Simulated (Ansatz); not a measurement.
Relaxed candidate structures of TiO$_{2}$:

A. I4/mmm (No. 139), tI6; a = b = 2.710 Å, c = 6.601 Å, α = β = γ = 90.00°; O 4e (0.000, 0.000, 0.347); Ti 2a (0.000, 0.000, 0.000)

B. Pbcn (No. 60), oP12; a = 4.5378 Å, b = 5.4945 Å, c = 4.8790 Å, α = 90.00°, β = 90.00°, γ = 90.00°; Ti 4c (0.000, 0.175, 0.250); O 8d (0.272, 0.382, 0.081)

C. I4₁/amd, origin choice 1 (No. 141), tI12, anatase type; a = b = 3.770 Å, c = 9.553 Å, α = β = γ = 90.00°; O 8e (0.000, 0.000, 0.292); Ti 4b (0.000, 0.000, 0.500)

D. Amm2 (No. 38), oS12; a = 2.776 Å, b = 4.648 Å, c = 9.948 Å, α = 90.00°, β = 90.00°, γ = 90.00°; Ti 2a (0.000, 0.000, 0.023); O 2b (0.500, 0.500, 0.160); O 2a (0.000, 0.000, 0.197); O 4e (0.500, 0.267, 0.424); Ti 2a (0.000, 0.000, 0.773)

Q: Order them by energy per atom (lowest first) at the level PBEsol (plane waves to 420 eV, PAW, scalar-relativistic; Ansatz, a program for electronic structure).

A: C (reference), B (+0.014 eV/atom), D (+0.86 eV/atom), A (+0.90 eV/atom)

Q: Which candidates are metallic at this level, and what gaps do the others have?

A: No gap: A, D. B: 2.66 eV (no spin-orbit coupling); C: 2.11 eV (no spin-orbit coupling).

Probably no minimum, since a slightly shaken restart fell lower: I4/mmm, tI6 (by 0.85 eV/atom, to P2₁/m). 1 run with a doubtful electronic state, a coarser numerical grid, an end not at rest or a source that can't be used is left out. 1 generated cell of layers, chains or molecules, poorly bound without dispersion, is left out. Each run could gain symmetry but not lose that of its start, so entries can be saddle points. From databases, or of a type measured for this composition: Pbcn, oP12; I4₁/amd, tI12, anatase type; the others are generated cells (placed on structure types, drawn at random, substituted or restacked) that were not matched to a known phase here. Static energies at zero pressure. No spin polarisation in the result. No Hubbard U is applied. Gaps of cells over 8 atoms come from the SCF mesh and high-symmetry points alone.
